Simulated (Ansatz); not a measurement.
HfC in space group P-6m2 (No. 187; Hf on 1a, C on 1d) at seven volumes, plane-wave PAW r²SCAN (Ansatz code), shape and atoms relaxed at each. One row is withheld.

| V (Å³/atom) | P (GPa) |
|---|---|
| 11.904 | 23.50 |
| 12.296 | ? |
| 12.689 | 6.77 |
| 13.081 | 0.00 |
| 13.473 | -5.84 |
| 13.866 | -10.87 |
| 14.258 | -15.26 |

**Question.** Fit the shown pressures and predict the withheld one.

**Answer.** P = (3/2)B₀(x^(7/2) − x^(5/2))[1 + (3/4)(B′ − 4)(x − 1)] with x = (V₀/V)^(2/3). Least squares on the six rows gives V₀ = 13.082 Å³/atom, B₀ = 209 GPa, B′ = 3.77. At V = 12.296, x = 1.0422 and P = 14.55 GPa. The run itself gave 14.55 GPa.

The start of the workflow was typed in or built on a structure type; neither database checked (COD, Materials Project) lists it. It is not the phase usual at ambient conditions (space group No. 225). Symmetry was held in the r²SCAN relaxation; whether a distortion lowers the energy is not shown. The run is not spin-polarised. Scalar-relativistic: spin–orbit coupling is off unless named, which matters more the heavier the elements.

Potentials: the earlier of the program's two PAW sets.
